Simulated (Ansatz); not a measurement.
TiAs:
```cif
data_As4Ti4
_chemical_formula_sum 'Ti4 As4'
_space_group_name_H-M_alt 'P63/mmc'
_space_group_IT_number 194
_space_group_name_Hall '-P 6c 2c'
_cell_length_a 3.64004
_cell_length_b 3.64004
_cell_length_c 12.04001
_cell_angle_alpha 90.000
_cell_angle_beta 90.000
_cell_angle_gamma 120.000
loop_
_atom_site_label
_atom_site_type_symbol
_atom_site_symmetry_multiplicity
_atom_site_Wyckoff_symbol
_atom_site_fract_x
_atom_site_fract_y
_atom_site_fract_z
_atom_site_occupancy
Ti1 Ti 4 f 0.33333 0.66667 0.11743 1
As1 As 2 a 0.00000 0.00000 0.00000 1
As2 As 2 d 0.66667 0.33333 0.25000 1
```

Relaxed with r²SCAN.

Which orbitals make up the states near the Fermi level in r²SCAN (plane waves, PAW; program Ansatz)?

Within 0.5 eV of the Fermi level: Ti 3d 91 %, As 4p 5 %. Projections are on Löwdin-orthogonalised atomic valence shells; empty p or d shells of many metals are not among them.

Tabulate the density of states.

States/eV per cell of 8 atoms, in 0.25 eV bins, energy from the Fermi level.

```tsv
E (eV)	total	Ti 3d	As 4p	Ti 4s
-7.85	0.00	0.00	0.00	0.00
-7.60	0.00	0.00	0.00	0.00
-7.35	0.00	0.00	0.00	0.00
-7.10	0.00	0.00	0.00	0.00
-6.85	0.00	0.00	0.00	0.00
-6.60	0.03	0.00	0.02	0.00
-6.35	0.60	0.10	0.38	0.09
-6.10	2.18	0.36	1.44	0.28
-5.85	2.94	0.49	1.97	0.34
-5.60	4.29	0.75	2.87	0.45
-5.35	3.68	0.69	2.44	0.33
-5.10	4.67	0.75	3.36	0.32
-4.85	6.34	1.03	4.72	0.28
-4.60	3.19	0.71	2.15	0.13
-4.35	2.96	0.71	1.99	0.09
-4.10	3.57	0.91	2.43	0.07
-3.85	4.32	1.24	2.83	0.08
-3.60	6.98	2.22	4.41	0.14
-3.35	8.97	3.50	5.18	0.11
-3.10	11.63	4.62	6.72	0.08
-2.85	9.59	3.58	5.72	0.06
-2.60	5.60	2.14	3.26	0.04
-2.35	4.59	1.89	2.56	0.03
-2.10	3.75	1.63	2.01	0.02
-1.85	2.74	1.26	1.41	0.01
-1.60	1.60	0.84	0.72	0.00
-1.35	1.43	0.92	0.46	0.01
-1.10	1.76	1.31	0.38	0.01
-0.85	2.77	2.27	0.36	0.02
-0.60	4.46	3.88	0.38	0.03
-0.35	4.13	3.66	0.27	0.03
-0.10	3.63	3.33	0.15	0.02
0.15	3.77	3.50	0.15	0.01
0.40	5.64	5.16	0.30	0.03
0.65	9.67	8.93	0.45	0.04
0.90	7.97	7.22	0.51	0.04
1.15	15.70	14.31	0.90	0.10
1.40	12.11	10.49	1.02	0.25
1.65	17.45	14.76	1.75	0.48
1.90	11.77	9.24	1.96	0.19
2.15	9.07	6.78	1.65	0.19
2.40	4.22	2.70	1.12	0.13
2.65	4.56	2.72	1.26	0.21
2.90	8.43	5.11	1.90	0.44
```

Space group P6_3/mmc. The first step of the workflow began from a Materials Project structure, measured or hypothetical; the Crystallography Open Database files this formula in space group No. 194, but the cells were not matched. Its standing as an ambient phase is unchecked. The cell was relaxed with r²SCAN under the symmetry of its start; its stability against distortions is not shown here. The run is not spin-polarised. Spin–orbit coupling is left out wherever it is not named.

Potentials: the earlier of the program's two PAW sets.
